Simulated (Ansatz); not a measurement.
# Notes on Ba2PdO3

```
Ba Pd O
1.0
     0.06524   -0.01116    3.94301
     0.02430   -4.06269    0.01187
     6.58358    1.99722   -1.86405
Ba Pd O
2 1 3
Direct
  0.40442 0.34551 0.68929
  0.64279 0.62863 0.27930
  0.01366 0.02309 0.00534
  0.02275 0.52296 0.00139
  0.14872 0.13954 0.31535
  0.84009 0.86074 0.68749
```

Method: r2SCAN, with U_eff = 3.29 eV on Pd d, V = 1.33 eV between Pd d and O p within 2.429 Å (all-electron-ortho-atomic projectors), collinear spin; PAW, plane waves to 500 eV, 5×5×3 (shifted by 0.5, 0, 0.5 steps) mesh, cold occupations (width 0.0645 eV) (Ansatz 0.2.0), atoms fixed.

The state carries no moments; the state need not be the lowest.

- Charges: Bader charges in e: Ba +1.51, Pd +0.71, O -1.28 to -1.19. In the mean Ba gives up most and O takes most.
- Forces: The largest is on Ba1: 1.17 eV/Å, components (0.97, -0.17, -0.64). It makes 139° with the line to a nearest neighbour, O5 at 2.50 Å, pointing away from it.
- Electronic structure: The gap on the k mesh is 1.29 eV; the mesh may miss the band edges, so the true gap of this level can be smaller.
- Contacts: Pd–O at 2.02 Å: least valence density 0.69 e/Å³ and ELF 0.20 there. Ba–O at 2.50 Å: least valence density 0.31 e/Å³ and ELF 0.12 there, a closed-shell (ionic or weak) contact. These are pseudo-fields; inside the PAW spheres they differ from the all-electron ones.
- Band edges: Within 0.7 eV of the edges, the states project mainly on O p (70 %) and Pd d (24 %) below the gap and on Pd d (52 %) and O p (29 %) above it.
- Stress: The pressure is 0.4 GPa (compression positive), so with the atoms held at these fractions the cell is close to zero pressure; the forces are large, so a full relaxation may end otherwise. The principal stresses -2.5, 0.6, 3.0 GPa differ, so its shape would change too.

Origin: a strained cell with displaced atoms, so it need not be a known compound. Caveats: the input typed no starting moments; an odd or shifted mesh can miss the band edges, so this level's true gap may be smaller.
